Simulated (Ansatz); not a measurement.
## Relaxation path: fcc Ag (110), 3 layers

DFT, PBE, PAW with Ansatz's default frozen-core files, scalar-relativistic (Ansatz 0.2.0); a Γ-centred 14×10×1 k mesh, Fermi–Dirac smearing of 0.08 eV, no spin polarisation. The run relaxes the atoms in the fixed cell.

Command: `ansatz run input.yaml --threads 1 --pin off --max-ram 3584MiB --backend cpu --events-out ev --progress --plain --runs-dir out` It took 62 s on 1 thread of Intel(R) Xeon(R) 6975P-C (Granite Rapids), with other jobs on the host, peak memory 0.59 GiB.

```yaml
crystal:
  lattice:
    - [2.9333909037, 0.0, 0.0]
    - [0.0, 4.1484411997, 0.0]
    - [0.0, 0.0, 18.9334]
  atoms:
    - { symbol: Ag, position: [0.0, 0.0, 0.4225339637] }
    - { symbol: Ag, position: [0.5, 0.5, 0.5] }
    - { symbol: Ag, position: [0.0, 0.0, 0.5774660363] }
kpoints:
  mp_grid: { grid: [14, 10, 1] }
scf:
  occupations: { method: fermi_dirac, width: 0.08 }
hamiltonian:
  xc: pbe
  pseudopotentials: { kind: paw }
output:
  forces: true
  stress: true
  eigenvalues: true
relax:
  f_tol: 0.01
  max_steps: 40
efield:
  axis: 3
  amplitude: 0
  dipole_correction: true
```

Each step lists its free energy a cell above the last geometry, and Cartesian positions (Å) with forces (eV/Å).

The first step:

```
step 1  dF = 13.34 meV
  Ag 0.0000 0.0000 8.0000   0.0000 0.0000 0.2369
  Ag 1.4667 2.0742 9.4667   0.0000 0.0000 0.0000
  Ag 0.0000 0.0000 10.9334   0.0000 0.0000 -0.2369
```

Where does the relaxation end, and by which steps?

After 3 geometries, with a shortest distance of 2.829 Å. The further steps:
```
step 2  dF = 0.95 meV
  Ag 0.0000 0.0000 8.0661   0.0000 0.0000 -0.0742
  Ag 1.4667 2.0742 9.4667   0.0000 0.0000 0.0000
  Ag 0.0000 0.0000 10.8673   0.0000 0.0000 0.0742
step 3  dF = 0.00 meV
  Ag 0.0000 0.0000 8.0520   0.0000 0.0000 0.0053
  Ag 1.4667 2.0742 9.4667   0.0000 0.0000 0.0000
  Ag 0.0000 0.0000 10.8814   0.0000 0.0000 -0.0053
step 4  dF = 0.00 meV  (same geometry, solved once more)
  Ag 0.0000 0.0000 8.0520   0.0000 0.0000 0.0053
  Ag 1.4667 2.0742 9.4667   0.0000 0.0000 0.0000
  Ag 0.0000 0.0000 10.8814   0.0000 0.0000 -0.0053
```
